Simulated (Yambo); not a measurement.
A free-standing CdO₂H₂ monolayer (symmetry P-3m1, slab cell 17.3 Å high), G0W0@PBEsol in Yambo with this input:

```
rim_cut
gw0
dyson
el_el_corr
HF_and_locXC
ppa
em1d
rim_w
RandQpts= 1000000
RandGvec= 2 Ry
CUTGeo= "slab z"
EXXRLvcs= 102 Ry
VXCRLvcs= 408 Ry
Chimod= "HARTREE"
% BndsRnXp
 9 | 188 |
%
NGsBlkXp= 6 Ry
% LongDrXp
 1.0 | 1.0 | 0.0 |
%
RandGvecW= 1000 mRy
PPAPntXp= 27.2114 eV
% GbndRnge
 1 | 188 |
%
GTermKind= "BG"
DysSolver= "n"
ExtendOut
```

On a 6×6×1 mesh, with wavefunctions cut at 102 Ry, the gap (Γ → Γ) is 5.065 eV and the valence edge shifts by -1.576 eV.

What happens with this change: no terminator?

The gap falls by 0.194 eV, to 4.871 eV; the shift of the valence edge becomes -1.265 eV. Neither run is shown to be the converged limit.

Spin-orbit coupling is included.

Geometry relaxed with PBEsol; primitive cell a = b = 3.5093 Å, c = 17.3000 Å, α = β = 90.00°, γ = 120.00°.

This is a model layer cut from the bulk structure; whether it is stable on its own was not checked.

A shift is the quasiparticle energy of the state minus its PBEsol energy.
